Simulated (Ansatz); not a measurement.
Run on Au (sc type): DFT, LDA, all-electron LAPW, scalar-relativistic (Ansatz 0.2.0). This run: sc relaxed.

The cell comes from a relaxation on PAW files under the same functional, begun from a prototype that needn't be the stable phase.

Command: `ansatz run input.yaml --threads 1 --pin off --max-ram 3072MiB --backend cpu --events-out ev --progress --plain --runs-dir out` It took 50 s on 1 thread of Arm Neoverse V1 (shared host), peak memory 0.46 GiB.

```yaml
crystal:
  lattice:
    - [2.6685457601, 0.0, 0.0]
    - [0.0, 2.6685457601, 0.0]
    - [0.0, 0.0, 2.6685457601]
  atoms:
    - { symbol: Au, position: [0.0, 0.0, 0.0] }
kpoints:
  mp_grid: { grid: [16, 16, 16] }
scf:
  occupations: { method: fermi_dirac, width: 0.05 }
hamiltonian:
  xc: lda
  pseudopotentials: { kind: all_electron, lapw: { basis_error: 0.0005 } }
output:
  forces: true
  stress: true
  eigenvalues: true
  populations: true
relax:
  f_tol: 0.005
  max_steps: 25
  cell: {}
```

Output:

```
The last accepted step is kept in <dir> (removed where the run ends without a failure and the disk answers)
Au: projections on atomic orbitals take those of the free atom 1s2 2s2 2p6 3s2 3p6 3d10 4s2 4p6 4d10 4f14 5s2 5p6 5d10 6s1, of charge +0.00 (hamiltonian.pseudopotentials.projection_atoms)
LAPW: plane waves up to 9.473 Å⁻¹, error target 5.0e-4 eV per atom; small_component_spin mean_spin; Au in spheres of 1.294 Å, 43 of its electrons in bands, Dirac shells [] (how accurate: hamiltonian.pseudopotentials.lapw.basis_error, Limitations)
Engine: ansatz 0.2.0
Pseudopotentials: kind: all_electron
Pseudopotential: Au, LAPW, valence charge 43, lapw/all_electron/scalar/gaussian/Au, Koelling and Harmon's equation, gaussian nucleus
Functional definition: SPW92
  exchange = slater_x
  correlation = pw_c
Crystal: 1 atoms, lattice volume = 19.003 Å³
Basis set: ecut = 341.9111301572211 eV, 257 PW (Γ), exchange–correlation at level 2
Bands: 26, of which v1, the nominal top of the filled ones, is band 22 counted from 1 (21 counted from 0)
Symmetry: 48 space group operations
Space group: Pm-3m (ITA 221), of the structure as read, at distance tolerance 2.7e-5 Å
k-points: 165 of 4096
Non-local potential: Au, projectors of the file, none
Initial density: superposition of atomic densities (chi_scale 0.1, normalization cell)
Initial wavefunctions: plane waves of lowest kinetic energy (no species holds an atomic orbital)
Functional: x = slater, c = lda
iter 1 solved again at ethr=5.31e-4 eV; its pass at ethr=1.00e-1 eV (dr2=2.28e-1 eV) is discarded
SCF iter   1: F=—  HF=-516940.782859 eV  |F-HF|=—  |Δ(HF+E_count)|=         —  Δρ=3.59e-2  dr2=2.29e-1  ethr=5.31e-4  ⟨swp⟩=2.5  Hψ=26499  notcnv=0
preconditioner: auto → LDOS  [metal: Δε(μ)=0.023 eV  Ē_g=15.077 eV  σ=0.050 eV  W_gap=0.11  n_scr=6 (ndim 8)  ℏωp=28.3 eV  f_vac=0.176  D(μ)=0.64/eV (n_scr^D=6)  β→1.0]
SCF iter   2: F=—  HF=-516940.691895 eV  |F-HF|=—  |Δ(HF+E_count)|=   9.10e-2  Δρ=1.12e-2  dr2=2.45e-2  ethr=5.31e-4  ⟨swp⟩=2.8  Hψ=13433  notcnv=0
preconditioner: auto → none  [metal: Δε(μ)=0.101 eV  Ē_g=16.068 eV  σ=0.050 eV  W_gap=0.46  n_scr=6 (ndim 8)  ℏωp=28.3 eV  f_vac=0.133  D(μ)=0.21/eV (n_scr^D=0)  β→0.5]
SCF iter   3: F=—  HF=-516940.430415 eV  |F-HF|=—  |Δ(HF+E_count)|=   2.61e-1  Δρ=4.78e-3  dr2=2.46e-3  ethr=5.69e-5  ⟨swp⟩=2.9  Hψ=13512  notcnv=0
SCF iter   4: F=—  HF=-516940.429941 eV  |F-HF|=—  |Δ(HF+E_count)|=         —  Δρ=1.79e-3  dr2=3.21e-4  ethr=5.73e-6  ⟨swp⟩=2.0  Hψ=12382  notcnv=0
the basis was enlarged: its passes take 304.0 KiB over the memory plan, 1 of 1 planned eigensolver slots
iter 5 solved again at ethr=2.83e-8 eV; its pass at ethr=7.46e-7 eV (dr2=1.22e-5 eV) is discarded
SCF iter   5: F=—  HF=-516940.430008 eV  |F-HF|=—  |Δ(HF+E_count)|=   6.72e-5  Δρ=3.51e-4  dr2=1.21e-5  ethr=2.83e-8  ⟨swp⟩=2.0  Hψ=21219  notcnv=0
SCF iter   6: F=—  HF=-516940.430011 eV  |F-HF|=—  |Δ(HF+E_count)|=   2.42e-6  Δρ=2.97e-5  dr2=1.89e-7  ethr=2.82e-8  ⟨swp⟩=2.0  Hψ=12388  notcnv=0
SCF iter   7: F=-516940.430010 eV  HF=-516940.430010 eV  |F-HF|=2.04e-8  |Δ(HF+E_count)|=   3.53e-7  Δρ=4.91e-6  dr2=5.52e-9  ethr=4.40e-10  ⟨swp⟩=2.1  Hψ=12391  notcnv=0
SCF 1 converged in 7 iterations: F = -516940.430010 eV  dr2 = 5.52e-9
relax step   1: F+E_penalty+E_count = -516940.43001028 eV  Δ(F+E_penalty+E_count) = +0.000e0 eV  max|allowed force component| = 0.000e0 eV/Å  Δτ_max = 0.0000 Å  P = -0.035 GPa  Ω = 19.003 Å³  (7 SCF iters, accepted)
Initial density: handed on by an earlier stage of this run
Initial wavefunctions: those handed on with the density
iter 1 solved again at ethr=1.29e-11 eV; its pass at ethr=1.00e-1 eV (dr2=5.57e-9 eV) is discarded
SCF iter   1: F=—  HF=-516940.430010 eV  |F-HF|=—  |Δ(HF+E_count)|=         —  Δρ=4.95e-6  dr2=5.58e-9  ethr=1.29e-11  ⟨swp⟩=4.6  Hψ=21331  notcnv=0
preconditioner: auto → none  [metal: Δε(μ)=0.012 eV  Ē_g=15.621 eV  σ=0.050 eV  W_gap=0.06  n_scr=6 (ndim 8)  ℏωp=28.3 eV  f_vac=0.132  D(μ)=0.32/eV (n_scr^D=0)]
iter 2 solved again at ethr=1.00e-12 eV; its pass at ethr=1.29e-11 eV (dr2=1.19e-10 eV) is discarded
SCF iter   2: F=-516940.430010 eV  HF=-516940.430010 eV  |F-HF|=4.07e-9  |Δ(HF+E_count)|=   8.21e-9  Δρ=1.02e-6  dr2=1.19e-10  ethr=3.61e-12 (applied; sched 1.00e-12)  ⟨swp⟩=2.0  Hψ=21279  notcnv=0
SCF 2 converged in 2 iterations: F = -516940.430010 eV  dr2 = 1.19e-10
relax step   2: F+E_penalty+E_count = -516940.43001029 eV  Δ(F+E_penalty+E_count) = -8.673e-9 eV  max|allowed force component| = 0.000e0 eV/Å  Δτ_max = 0.0000 Å  P = -0.035 GPa  Ω = 19.003 Å³  stress off target by 3.48e-2 GPa  SCF on the basis re-selected at this cell (its energy is not comparable with the rows above)  (2 SCF iters)
basis re-selected at this cell: Δ(F+E_penalty+E_count) = -8.673e-9 eV, ΔP = -0.000 GPa vs the last step (what re-selecting the basis moved, after the strain that the cell walked since its last selection, with what the two solves' SCF thresholds leave and, on support functions, any second-order correction that the steps lacked; it is no measure of the basis error at this ecutwfc). This SCF's stress stands 3.48e-2 GPa from its target on what of the cell is left free (relax.cell.stress_tol is 5.00e-2 GPa) and its largest allowed force component is 0.00e0 eV/Å (relax.f_tol is 5.00e-3 eV/Å): within both
SCF converged after 2 iterations
Free energy (F): -516940.430010 eV
Harris-Foulkes:  -516940.430010 eV  (|F-HF|=4.07e-9)
Internal energy: -516940.427257 eV  (E = F + TS)
E sigma→0 (E₀):  -516940.428634 eV
Entropy (-TS):   -0.002753 eV (-2.753 meV/atom)
Fermi energy:    21.110578 eV
--- Per-component energies (eV) ---
  E_band       = -3993.363400
  E_kinetic    = 589032.753344
  E_xc         = -9628.004741
  E_electrostatic = -1096345.175861  (all electrons and nuclei)
  E_smearing   = -0.002753  (= −TS)
  E_closure    = 0.000000  (closes the sum)
  E_atoms      = -516936.223186  (free atoms, spherical and without spin; not in F)
  Σ components = -516940.430010   (vs F -516940.430010, Δ=0.00e0)
  Basis errors (estimates in eV, not in F): energy 1.7e-4 per atom: plane waves 1.5e-4 (8.6e-5 summed), levels above the bands 2.8e-149, relativity 1.1e-8, radial functions 2.0e-5, core shells 4.5e-7; eigenvalues (radial functions only) 1.4e-7; not estimated: angular momenta, meshes, grids; target (lapw.basis_error) 5.0e-4; muffin-tin radii Au 1.294 Å
--- Forces (eV/Å), atoms counted from 1 ---
  atom   1  Au    -0.00000000    -0.00000000    -0.00000000
  max |Σ_I F_I| component: 4.60e-30 eV/Å
--- Stress (GPa, compression-positive) ---
       -0.034752       0.000000      -0.000000
        0.000000      -0.034752       0.000000
       -0.000000       0.000000      -0.034752
  P = ⅓ Tr σ = -0.0348 GPa (-0.348 kbar)
--- Band table (eV; the first three rows and the last of 165) ---
  k-point 0: bands = ["-300.8110", "-300.8110", "-300.7691", "-300.7691", "-300.7691", "-83.9428", "-57.0371", "-57.0371", "-57.0371", "-57.0144", "-57.0144", "-57.0144", "-56.9839", "-35.1309", "-35.1309", "-35.1309", "12.5854", "14.9220", "14.9220", "19.8056", "19.8056", "19.8056", "35.4244", "35.4244", "35.4244", "40.7485"]
  k-point 1: bands = ["-300.8110", "-300.8110", "-300.7691", "-300.7691", "-300.7691", "-83.9423", "-57.0372", "-57.0371", "-57.0371", "-57.0144", "-57.0144", "-57.0144", "-56.9839", "-35.1419", "-35.1300", "-35.1300", "12.6885", "14.9386", "15.0061", "19.7296", "19.7296", "19.8116", "34.6074", "35.5974", "35.5974", "41.2351"]
  k-point 2: bands = ["-300.8110", "-300.8110", "-300.7691", "-300.7691", "-300.7691", "-83.9408", "-57.0374", "-57.0371", "-57.0371", "-57.0144", "-57.0143", "-57.0143", "-56.9839", "-35.1732", "-35.1275", "-35.1275", "12.9775", "14.9863", "15.2691", "19.5195", "19.5195", "19.8289", "32.9144", "36.0930", "36.0930", "41.7152"]
  k-point 164: bands = ["-300.8110", "-300.8110", "-300.7691", "-300.7691", "-300.7691", "-83.9035", "-57.0386", "-57.0386", "-57.0386", "-57.0134", "-57.0134", "-57.0134", "-56.9843", "-35.3597", "-35.3597", "-35.3597", "15.7420", "15.7420", "15.7420", "21.2158", "21.2158", "29.9342", "29.9342", "29.9342", "31.1428", "34.7613"]
--- Relaxed structure (1 steps of the walk, 1 accepted, 1 SCFs on fresh bases) ---
  F+E_penalty+E_count = -516940.43001029 eV   max|allowed force component| = 0.000e0 eV/Å   (the final SCF, on the basis selected at the relaxed cell)
  cell:  # Å, volume = 19.0031 Å³
    - [2.6685457601, 0.0, 0.0]
    - [0.0, 2.6685457601, 0.0]
    - [0.0, 0.0, 2.6685457601]
  atoms:
    - { symbol: Au, position: [0.0, 0.0, 0.0] }
--- Löwdin populations: 1 site ---
  site symbol       q [e]
     0     Au     78.8640
  spilling = 0.001721 (of n_electrons = 79.000000)
```

populations.tsv:

```
# site	symbol	l	j	q
# orbitals = lowdin
# n_electrons = 79.000000
# spilling = 0.001721
# projection_atom_Au: 1s2 2s2 2p6 3s2 3p6 3d10 4s2 4p6 4d10 4f14 5s2 5p6 5d10 6s1
0	Au	0_1S	-	1.999999
0	Au	0_2S	-	1.999994
0	Au	0_3S	-	1.999936
0	Au	0_4S	-	1.999351
0	Au	0_5S	-	1.990806
0	Au	0_6S	-	1.158381
0	Au	1_2P	-	6.000000
0	Au	1_3P	-	5.999997
0	Au	1_4P	-	5.999975
0	Au	1_5P	-	5.997976
0	Au	2_3D	-	9.999998
0	Au	2_4D	-	9.999983
0	Au	2_5D	-	9.717657
0	Au	3_4F	-	13.999983
```

Next run (diamond relaxed), as changes to the input before:

```diff
   lattice:
-    - [2.6685457601, 0.0, 0.0]
-    - [0.0, 2.6685457601, 0.0]
-    - [0.0, 0.0, 2.6685457601]
+    - [0.0, 2.9759941187, 2.9759941187]
+    - [2.9759941187, 0.0, 2.9759941187]
+    - [2.9759941187, 2.9759941187, 0.0]
   atoms:
-    - { symbol: Au, position: [0.0, 0.0, 0.0] }
+    - { symbol: Au, position: [-0.125, -0.125, -0.125] }
+    - { symbol: Au, position: [0.125, 0.125, 0.125] }
 kpoints:
-  mp_grid: { grid: [16, 16, 16] }
+  mp_grid: { grid: [13, 13, 13] }
 scf:
```

Results part of the output:

```
basis re-selected at this cell: Δ(F+E_penalty+E_count) = -2.701e-8 eV, ΔP = -0.000 GPa vs the last step (what re-selecting the basis moved, after the strain that the cell walked since its last selection, with what the two solves' SCF thresholds leave and, on support functions, any second-order correction that the steps lacked; it is no measure of the basis error at this ecutwfc). This SCF's stress stands 2.79e-2 GPa from its target on what of the cell is left free (relax.cell.stress_tol is 5.00e-2 GPa) and its largest allowed force component is 9.25e-18 eV/Å (relax.f_tol is 5.00e-3 eV/Å): within both
SCF converged after 2 iterations
Free energy (F): -1033879.389801 eV
Harris-Foulkes:  -1033879.389801 eV  (|F-HF|=1.30e-8)
Internal energy: -1033879.382861 eV  (E = F + TS)
E sigma→0 (E₀):  -1033879.386331 eV
Entropy (-TS):   -0.006940 eV (-3.470 meV/atom)
Fermi energy:    13.513925 eV
--- Per-component energies (eV) ---
  E_band       = -14941.412188
  E_kinetic    = 1178063.876576
  E_xc         = -19254.047116
  E_electrostatic = -2192689.212321  (all electrons and nuclei)
  E_smearing   = -0.006940  (= −TS)
  E_closure    = 0.000000  (closes the sum)
  E_atoms      = -1033872.446372  (free atoms, spherical and without spin; not in F)
  Σ components = -1033879.389801   (vs F -1033879.389801, Δ=0.00e0)
[... lines left out ...]
  k-point 1: bands = ["-527.5389", "-527.5389", "-527.5389", "-527.5389", "-527.5389", "-527.5389", "-308.0670", "-308.0670", "-308.0670", "-308.0670", "-308.0670", "-308.0670", "-308.0491", "-308.0491", "-308.0491", "-308.0491", "-91.2280", "-91.1856", "-64.3120", "-64.3083", "-64.2979", "-64.2979", "-64.2979", "-64.2963", "-64.2963", "-64.2963", "-64.2874", "-64.2874", "-64.2874", "-64.2865", "-64.2865", "-64.2865", "-42.6529", "-42.6529", "-42.6508", "-42.4310", "-42.4289", "-42.4289", "6.9761", "8.9115", "8.9115", "9.0329", "9.1770", "9.1770", "11.0776", "11.0908", "11.0908", "12.3269", "12.3269", "21.6302", "23.0295", "23.2007", "23.2007", "23.9911", "25.1281", "25.1281", "25.8723", "26.5170", "26.5170"]
  k-point 2: bands = ["-527.5389", "-527.5389", "-527.5389", "-527.5389", "-527.5389", "-527.5389", "-308.0670", "-308.0670", "-308.0670", "-308.0670", "-308.0670", "-308.0670", "-308.0491", "-308.0491", "-308.0491", "-308.0491", "-91.2266", "-91.1870", "-64.3119", "-64.3084", "-64.2979", "-64.2978", "-64.2978", "-64.2964", "-64.2964", "-64.2963", "-64.2874", "-64.2874", "-64.2874", "-64.2865", "-64.2864", "-64.2864", "-42.6560", "-42.6560", "-42.6483", "-42.4338", "-42.4257", "-42.4257", "7.1951", "8.8309", "8.8309", "9.0164", "9.3149", "9.3149", "11.0307", "11.0780", "11.0780", "12.3247", "12.3247", "19.7613", "22.4663", "22.4663", "22.7763", "24.7662", "25.4407", "25.6804", "25.6804", "26.6530", "26.6530"]
  k-point 83: bands = ["-527.5389", "-527.5389", "-527.5389", "-527.5389", "-527.5389", "-527.5389", "-308.0670", "-308.0670", "-308.0670", "-308.0670", "-308.0670", "-308.0670", "-308.0491", "-308.0491", "-308.0491", "-308.0491", "-91.2088", "-91.2049", "-64.3104", "-64.3100", "-64.2975", "-64.2975", "-64.2971", "-64.2971", "-64.2968", "-64.2967", "-64.2875", "-64.2875", "-64.2869", "-64.2868", "-64.2864", "-64.2864", "-42.6908", "-42.6878", "-42.5547", "-42.5287", "-42.3940", "-42.3911", "8.5317", "8.5509", "8.9959", "9.0357", "10.0335", "10.2403", "10.3144", "10.5749", "12.5579", "12.5841", "13.5236", "14.0655", "16.0579", "16.7090", "24.9260", "25.2204", "25.8036", "26.7745", "31.5652", "31.6656", "32.3822"]
--- Relaxed structure (1 steps of the walk, 1 accepted, 1 SCFs on fresh bases) ---
  F+E_penalty+E_count = -1033879.38980100 eV   max|allowed force component| = 9.252e-18 eV/Å   (the final SCF, on the basis selected at the relaxed cell)
  cell:  # Å, volume = 52.7140 Å³
    - [0.0, 2.9759941187, 2.9759941187]
    - [2.9759941187, 0.0, 2.9759941187]
    - [2.9759941187, 2.9759941187, 0.0]
  atoms:
    - { symbol: Au, position: [-0.125, -0.125, -0.125] }
    - { symbol: Au, position: [0.125, 0.125, 0.125] }
--- Löwdin populations: 2 sites ---
  site symbol       q [e]
     0     Au     78.9012
     1     Au     78.9012
  spilling = 0.001251 (of n_electrons = 158.000000)
```

Spin–orbit coupling is left out, which matters for the heavy atoms.
